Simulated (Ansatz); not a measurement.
**NaMgF$_{3}$: moving Mg off its site**

NaMgF$_{3}$, Pm-3m, a = 3.951 Å (as given, not relaxed at this level: -6.5 GPa). The structure is a Materials Project entry; whether it is the stable form wasn't checked. Ansatz: LDA, PAW, 420 eV, Γ-centred 6×6×6 mesh on 5 atoms, Gaussian smearing 0.05 eV; no spin polarisation.

```yaml
crystal:
  lattice:
    - [3.95084, 0.00000, 0.00000]
    - [0.00000, 3.95084, 0.00000]
    - [0.00000, 0.00000, 3.95084]
  atoms:
    - { symbol: Na, position: [0.00000, 0.00000, 0.00000] }
    - { symbol: Mg, position: [0.50000, 0.50000, 0.50000] }
    - { symbol: F, position: [0.50000, 0.50000, 0.00000] }
    - { symbol: F, position: [0.50000, 0.00000, 0.50000] }
    - { symbol: F, position: [0.00000, 0.50000, 0.50000] }
```

Atom 2 (Mg) moves by x along the unit vector (0.000, 0.000, -1.000), with its periodic images; all else is held. y is the free energy of the cell over the start, F the force along the path summed over the moved atoms. Symmetry makes y even in x.

```
  x (Å) y (meV) F (eV/Å)
-0.3000    562.3      4.68
-0.1500    115.5      1.65
 0.0000      0.0      0.00
 0.0750     27.4     -0.74
 0.1875    187.5     -2.21
 0.2250    282.7     -2.89
 0.2625        ?         ?
```

Problem. Fit y = c2 x² + c4 x⁴ to the energies of the other rows, give the force constant, and predict energy and force of the missing row.

Solution. Least squares on the rows shown. y = 4745.5 x² + 16683 x⁴. The force constant is 2 c2 = 9.49 eV/Å², for the cell as given, at -6.5 GPa (for all images moving together, not for a lone atom). The force −dy/dx at the missing row is -3.70 eV/Å (computed -3.70). At x = 0.2625 the fit asked for gives 406.2 meV. The run gave 405.8 meV, so the fit is 0.4 meV too high, within twice the rms miss on the fitted rows (0.2 meV).

Symmetry holds off the tilts and polar distortions that many cubic perovskites undergo.